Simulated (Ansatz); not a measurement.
Cell and atoms are relaxed with the symmetry kept. Start:

```yaml
crystal:
  lattice:
    - [9.32400, -2.60981, 0.00000]
    - [9.32400, 2.60981, 0.00000]
    - [-3.37558, 0.00000, 7.18106]
  atoms:
    - { symbol: Ti, position: [0.85791, 0.85791, 0.97073] }
    - { symbol: Ti, position: [0.14209, 0.14209, 0.02927] }
    - { symbol: Ti, position: [0.64157, 0.64157, 0.25379] }
    - { symbol: Ti, position: [0.35843, 0.35843, 0.74621] }
    - { symbol: Ti, position: [0.56277, 0.56277, 0.80470] }
    - { symbol: Ti, position: [0.43723, 0.43723, 0.19530] }
    - { symbol: Ti, position: [0.93719, 0.93719, 0.67905] }
    - { symbol: Ti, position: [0.06281, 0.06281, 0.32095] }
    - { symbol: Ti, position: [0.44161, 0.94142, 0.69162] }
    - { symbol: Ti, position: [0.05858, 0.55839, 0.30838] }
    - { symbol: Ti, position: [0.55839, 0.05858, 0.30838] }
    - { symbol: Ti, position: [0.94142, 0.44161, 0.69162] }
    - { symbol: Ge, position: [0.71090, 0.71090, 0.01003] }
    - { symbol: Ge, position: [0.28910, 0.28910, 0.98997] }
    - { symbol: Ge, position: [0.78905, 0.78905, 0.58800] }
    - { symbol: Ge, position: [0.21095, 0.21095, 0.41200] }
    - { symbol: Ge, position: [0.93211, 0.93211, 0.33447] }
    - { symbol: Ge, position: [0.06789, 0.06789, 0.66553] }
    - { symbol: Ge, position: [0.56807, 0.56807, 0.47051] }
    - { symbol: Ge, position: [0.43193, 0.43193, 0.52949] }
    - { symbol: Ge, position: [0.75031, 0.24969, 0.00000] }
    - { symbol: Ge, position: [0.24969, 0.75031, 0.00000] }
```

Computed with DFT r2SCAN, scalar-relativistic, plane waves, PAW in Ansatz.

Settings: cutoff 500 eV, Γ-centred mesh 8×8×6 on the computed 22-atom cell, Gaussian smearing of 0.10 eV; no spin polarisation.

Task: What does it relax to?

Result: The volume drops by 0.03 Å³/atom to 15.86 Å³/atom, and the energy changes by under 0.1 meV/atom. Final structure:
Space group Ibam (No. 72). a = 7.931 Å, b = 16.873 Å, c = 5.215 Å, α = 90.00°, β = 90.00°, γ = 90.00°
| atom | site | symmetry | x | y | z |
| --- | --- | --- | --- | --- | --- |
| Ti | 8j | ..m | 0.6131 | 0.3581 | 0.0000 |
| Ti | 8j | ..m | 0.7420 | 0.0628 | 0.0000 |
| Ti | 8g | .2. | 0.5000 | 0.1914 | 0.2500 |
| Ge | 8j | ..m | 0.7994 | 0.2109 | 0.0000 |
| Ge | 8j | ..m | 0.9027 | 0.4322 | 0.0000 |
| Ge | 4a | 222 | 0.0000 | 0.0000 | 0.7500 |

Cost: 1 run of about 79 core-minutes, on Oxide Virtual Turin-like Processor (Zen 5) (shared hosts).